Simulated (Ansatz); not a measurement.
K₂HfF₆ in space group Fm-3m (No. 225; K on 8c, Hf on 4a, F on 24e), LDA (plane waves, PAW; program Ansatz). The conduction-band minimum lies at Γ, with 1 equivalent valley. Second derivatives d²E/dk² of the lowest band at one valley (eV·Å²), along Cartesian directions:

| direction | d²E/dk² |
|---|---|
| [100] | 14.05 |
| [010] | 14.05 |
| [001] | 14.05 |
| [110] | 14.05 |
| [101] | 14.05 |
| [011] | 14.05 |

Problem. Find the principal effective masses, the density-of-states mass and the conductivity mass.

Solution. Off-diagonal terms follow from H_xy = H[110] − (H_xx + H_yy)/2, and m*/mₑ = 7.620 eV·Å² over each eigenvalue: 0.54, 0.54, 0.54. One valley's DOS mass (m₁m₂m₃)^(1/3) = 0.54, conductivity mass 3/(Σ 1/mᵢ) = 0.54 mₑ.

Problem. What effective density of states Nc follows at 300 K for parabolic valleys?

Solution. Nc = 2.509e19 × 1 × (0.54)^(3/2) ≈ 1.0e19 cm⁻³.

The workflow started from a Materials Project entry (that database holds measured and hypothetical structures alike); the Crystallography Open Database copy checked does not list it. Its standing as an ambient phase is unchecked. The LDA relaxation kept the symmetry of its start. At this level the phase is dynamically unstable (imaginary phonons). No spin polarisation was allowed. Spin–orbit coupling is left out wherever it is not named.

Potentials: the later of the program's two PAW sets.

Edges and masses are those of Kohn–Sham bands, whose gap is no quasiparticle gap.
